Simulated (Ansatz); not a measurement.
Q: Bi (diamond, Fd-3m) is relaxed with DFT-PBE in the program Ansatz with PAW potentials. What lattice parameters of the conventional cell result?

A: a = 7.289 Å.

The start of the workflow was typed in or built on a structure type; neither database checked (COD, Materials Project) lists it. It is not the phase usual at ambient conditions (space group No. 166). The PBE relaxation kept the symmetry of its start; whether a distortion lowers the energy is not shown. Spin–orbit coupling is left out wherever it is not named.

Potentials: the earlier of the program's two PAW sets.
